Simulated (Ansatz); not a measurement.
ScCl:
```cif
data_Cl6Sc6
_chemical_formula_sum 'Cl6 Sc6'
_space_group_name_H-M_alt 'R-3m :H'
_space_group_IT_number 166
_space_group_name_Hall '-R 3 2"'
_cell_length_a 3.51182
_cell_length_b 3.51182
_cell_length_c 26.46295
_cell_angle_alpha 90.000
_cell_angle_beta 90.000
_cell_angle_gamma 120.000
loop_
_atom_site_label
_atom_site_type_symbol
_atom_site_symmetry_multiplicity
_atom_site_Wyckoff_symbol
_atom_site_fract_x
_atom_site_fract_y
_atom_site_fract_z
_atom_site_occupancy
Cl1 Cl 6 c 0.00000 0.00000 0.39227 1
Sc1 Sc 6 c 0.00000 0.00000 0.21477 1
```
(The calculation used a cell of 4 atoms; values per cell refer to that cell.)

Relaxed with r²SCAN+D4.

Q: Which orbitals make up the states near the Fermi level in DFT-r²SCAN+D4 in the program Ansatz with PAW potentials?

A: Within 0.5 eV of the Fermi level: Sc 3d 86 %, outside the projected shells 7 %. Projections are on Löwdin-orthogonalised atomic valence shells; empty p or d shells of many metals are not among them.

Q: Tabulate the density of states.

A: States/eV per cell of 4 atoms, in 0.25 eV bins, energy from the Fermi level.

```csv
E (eV),total,Sc 3d,Cl 3p,Sc 4s
-7.10,0.00,0.00,0.00,0.00
-6.85,1.42,0.09,1.24,0.07
-6.60,5.51,0.37,4.81,0.25
-6.35,5.90,0.42,5.18,0.21
-6.10,1.18,0.06,1.01,0.08
-5.85,4.66,0.23,3.93,0.36
-5.60,5.42,0.38,4.71,0.21
-5.35,9.82,0.75,8.66,0.20
-5.10,5.84,0.47,5.26,0.05
-4.85,5.15,0.45,4.64,0.02
-4.60,3.08,0.29,2.77,0.00
-4.35,0.01,0.00,0.01,0.00
-4.10,0.00,0.00,0.00,0.00
-3.85,0.00,0.00,0.00,0.00
-3.60,0.00,0.00,0.00,0.00
-3.35,0.00,0.00,0.00,0.00
-3.10,0.00,0.00,0.00,0.00
-2.85,0.00,0.00,0.00,0.00
-2.60,0.00,0.00,0.00,0.00
-2.35,0.03,0.00,0.01,0.02
-2.10,0.35,0.01,0.08,0.20
-1.85,1.02,0.11,0.24,0.54
-1.60,1.14,0.26,0.20,0.58
-1.35,1.10,0.36,0.14,0.52
-1.10,1.12,0.47,0.11,0.45
-0.85,1.25,0.66,0.09,0.38
-0.60,1.60,1.08,0.08,0.26
-0.35,1.14,0.82,0.06,0.13
-0.10,8.02,6.96,0.20,0.22
0.15,3.70,3.19,0.21,0.14
0.40,1.28,1.15,0.05,0.02
0.65,0.84,0.78,0.02,0.01
0.90,0.62,0.58,0.01,0.01
1.15,1.21,1.14,0.02,0.01
1.40,2.14,2.02,0.04,0.01
1.65,4.14,3.94,0.09,0.01
1.90,4.87,4.55,0.18,0.01
2.15,7.73,6.94,0.52,0.03
2.40,4.88,4.46,0.24,0.03
2.65,4.84,4.42,0.24,0.03
2.90,5.72,5.24,0.27,0.05
```

The workflow started from an entry of the Crystallography Open Database (COD). Whether it is the stable phase at ambient conditions was not checked. The cell was relaxed with r²SCAN+D4 under the symmetry of its start; its stability against distortions is not shown here. No spin polarisation was allowed.

Potentials: the later of the program's two PAW sets.
